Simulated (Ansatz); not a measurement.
Values for one crystal, relaxed and computed with the program Ansatz at the PBE level (PAW); other levels are named.

```yaml
volume_per_atom: 20.15 Å³
electronic_character: metallic (no gap)
Pressure derivative B′: 4.3
Bulk modulus (Birch–Murnaghan fit): 57.3 GPa
Density of states at the Fermi level: 0.50 states/eV per atom (mean over ±0.08 eV)
```

### Question
Which compound is it?
A) Rh, fcc (Cu type)
B) Ta, bcc (W type)
C) Al, simple cubic
D) Bi, diamond

### Answer
C, Al, simple cubic

Space group Pm-3m (simple cubic). The start of the workflow was typed in or built on a structure type; neither database checked (COD, Materials Project) lists it. It is not the phase usual at ambient conditions (space group No. 225). The cell was relaxed with PBE under the symmetry of its start; whether a distortion lowers the energy is not shown.

Potentials: the earlier of the program's two PAW sets.
